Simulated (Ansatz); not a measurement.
In the program Ansatz at the LDA level (PAW), Bi$_{2}$HSe$_{3}$ in the trigonal phase (R3m; Pearson symbol hR6) relaxes to a = 4.012 Å, c = 30.744 Å. Se on 3a has 6 nearest neighbours from 3.02 Å (octahedral); Bi on 3a has 6 nearest neighbours from 2.94 Å (octahedral); Bi on 3a has 6 nearest neighbours from 2.85 Å (octahedral). Against the elements it lies at -0.13 eV/atom, with no fitted shifts.

Electronic character: metallic (no gap).

The start of the workflow was typed in or built on a structure type; neither database checked (COD, Materials Project) lists it. Whether it is the stable phase at ambient conditions was not checked. The LDA relaxation kept the symmetry of its start; whether a distortion lowers the energy is not shown. A crystal of weakly bound layers computed without a dispersion correction: the cell and the soft elastic constants depend strongly on that. With an odd number of electrons in the cell and no spin polarisation, the count alone makes it a metal. The references are the lowest solids computed at this level, not always the standard phases (solids in place of the gases). Scalar-relativistic: spin–orbit coupling is off unless named, which matters more the heavier the elements.

Potentials: the earlier of the program's two PAW sets.
